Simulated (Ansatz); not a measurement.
A relaxed cell of SrMgCl4 is given with its symmetry left out. The cell was found from a structure generator's guess, not taken from experiment.

Theory: DFT PBE, scalar-relativistic, plane waves, PAW in Ansatz 0.2.0. Cutoff 420 eV, Γ-centred mesh, Gaussian smearing, no spin polarisation.

```cif
data_structure
_symmetry_space_group_name_H-M 'P 1'
_symmetry_Int_Tables_number 1
_cell_length_a 5.0838
_cell_length_b 5.0634
_cell_length_c 6.8476
_cell_angle_alpha 90.000
_cell_angle_beta 106.047
_cell_angle_gamma 90.000
_cell_volume 169.40
loop_
_atom_site_label
_atom_site_type_symbol
_atom_site_fract_x
_atom_site_fract_y
_atom_site_fract_z
_atom_site_occupancy
Sr1 Sr 0.50000 0.53170 0.50000 1
Mg1 Mg 0.00000 0.84408 0.00000 1
Cl1 Cl 0.38676 0.02510 0.23597 1
Cl2 Cl 0.10029 0.53663 0.76448 1
Cl3 Cl 0.61324 0.02510 0.76403 1
Cl4 Cl 0.89971 0.53663 0.23552 1
```

Formation energies are uncorrected and refer to the elements' standard structures at the same level (Cl₂ as a molecule).

(1) What space group does it have?

(2) How far does it lie from the elements in energy?

(3) Is it a metal?

## Answers

(1) P2 (No. 3). Conventional cell: a = 5.084 Å, b = 5.063 Å, c = 6.848 Å, β = 106.0°. Sr is surrounded by 8 Cl at 3.04–3.10 Å; Mg is surrounded by 4 Cl at 2.36–2.40 Å; Cl on its first site is surrounded by 1 Mg at 2.36 Å and 2 Sr at 3.04–3.10 Å; around Cl on its second site lie 1 Mg at 2.40 Å and 2 Sr at 3.07–3.09 Å.

(2) −2.144 eV/atom. It lies below the elements, which doesn't yet make it stable against other compounds or structures.

(3) No, the gap on the 6×6×4 mesh is 4.77 eV.

The last run used a 6×6×4 mesh (in the run's order of axes) for its 6-atom cell and Gaussian smearing of 0.02 eV. Kohn–Sham gaps at this level usually fall short of measured ones. This cell was reached by moving the atoms of another relaxed cell at random and relaxing again, last within the group found; it had no such test of its own.
